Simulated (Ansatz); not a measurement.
**Question.** Each is relaxed and computed with the program Ansatz at the LDA level (PAW). Which is the only one with a gap?
A) RuC, R-3m (Ru on 6c, C on 6c)
B) Ti2C, R-3m (Ti on 6c, C on 3b)
C) CdI2, R-3m (Pearson symbol hR9)
D) GeP3, R-3m (Ge on 6c, P on 18h)

**Answer.** C, CdI2, R-3m (Pearson symbol hR9). CdI2: gap 2.12 eV (indirect); Ti2C: metal; RuC: metal; GeP3: metal. Standing as an ambient phase not checked: CdI2, R-3m (Pearson symbol hR9); Ti2C, R-3m (Ti on 6c, C on 3b); RuC, R-3m (Ru on 6c, C on 6c); GeP3, R-3m (Ge on 6c, P on 18h). Weakly bound layers, chains or molecules computed without a dispersion correction, so cells and soft constants are ill determined: CdI2, R-3m (Pearson symbol hR9); GeP3, R-3m (Ge on 6c, P on 18h). All cells were relaxed under the symmetry of their starts (and spin orders); stability against distortions was not tested throughout. Rows with no word on spin ran without spin polarisation. Spin–orbit coupling is left out wherever it is not named.

Potentials: the later of the program's two PAW sets.
